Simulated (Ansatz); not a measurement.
Relaxed KTaO$_{3}$ (cubic perovskite):

```
KTaO3
1.0
    8.04636     0.00000     0.00000
    4.02318     4.02318     0.00000
    0.00000     0.00000     4.02318
K Ta O
2 2 6
Direct
  0.00000   0.00000   0.00000
  0.50000   0.00000   0.00000
  0.00000   0.50000   0.50000
  0.50000   0.50000   0.50000
  0.75000   0.50000   0.50000
  0.25000   0.50000   0.50000
  0.00000   0.50000   0.00000
  0.50000   0.50000   0.00000
  0.25000   0.00000   0.50000
  0.75000   0.00000   0.50000
```

The atoms are displaced by Q × the pattern below (from a DFPT mode at M = (0.5, 0.5, 0.0), largest move 1; Q in Å), at fixed cell. It is one choice among 2 degenerate patterns. (q is in reciprocal vectors of the primitive cell; the cell shown is doubled to hold the pattern.)

```json
[
 {"atom": "O5", "x": "0.000", "y": "0.000", "z": "1.000"},
 {"atom": "O6", "x": "0.000", "y": "0.000", "z": "-1.000"},
 {"atom": "O9", "x": "0.000", "y": "0.000", "z": "-0.953"},
 {"atom": "O10", "x": "0.000", "y": "0.000", "z": "0.953"}
]
```

Atoms not listed stay in place.

Level of theory: PBE (plane waves to 420 eV, PAW, scalar-relativistic; Ansatz, a quantum-chemistry and plane-wave program). k mesh 8×8×8 (Γ-centred), Fermi-Dirac smearing 0.05 eV. KTaO3 is run without spin polarisation. KTaO3 was relaxed with its symmetry unable to fall. Spin-orbit coupling is left out, though Ta is heavy. The PAW data are Ansatz's earlier set. 

```csv
Q (Å),−dE/dQ from forces (eV/Å)
-0.280,7.179
-0.233,5.889
-0.187,4.646
-0.140,3.444
-0.093,2.276
-0.047,1.132
0.000,0.000
0.047,-1.132
0.093,-2.276
0.140,-3.444
0.187,-4.646
0.233,-5.889
0.280,-7.179
```

### Question
What harmonic wavenumber does the curvature at Q = 0 give?

### Answer
328 cm⁻¹. E″ = 24.21 eV/Å², M = Σ mᵢ|uᵢ|² = 61.0 u, ν̃ = 521.5·√(|E″|/M).

(For displaced atoms, the force is minus the slope of the energy, and its curvature is a force constant, which sets phonon frequencies.)
